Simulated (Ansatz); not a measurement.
GaP:
```xyz
2
Lattice="0.0000 2.7257 2.7257 2.7257 0.0000 2.7257 2.7257 2.7257 0.0000" Properties=species:S:1:pos:R:3 pbc="T T T"
P      4.0885     4.0885     4.0885
Ga     0.0000     0.0000     0.0000
```

x, y and z are the axes in which the lattice vectors are written.

Task: Give the high-frequency dielectric tensor and the Born effective charge tensors of the independent atoms from DFPT, r²SCAN (plane waves, PAW; program Ansatz).

Result: 
ε∞:
```
9.36  0.00  0.00
0.00  9.36  0.00
0.00  0.00  9.36
```
Z* of atom 1 (P), rows: field, columns: displacement, in e:
```
-2.15   0.00   0.00
 0.00  -2.15   0.00
 0.00   0.00  -2.15
```
Z* of atom 2 (Ga), rows: field, columns: displacement, in e:
```
2.15  0.00  0.00
0.00  2.15  0.00
0.00  0.00  2.15
```

Static charges for comparison (Bader): P1 -0.91, Ga2 +0.91 e. Born charges measure polarisation by displacement and can exceed these by far.

Space group F-43m (zinc blende). The r²SCAN relaxation kept the symmetry of its start. Scalar-relativistic: spin–orbit coupling is off unless named, which matters more the heavier the elements.

Potentials: the later of the program's two PAW sets.
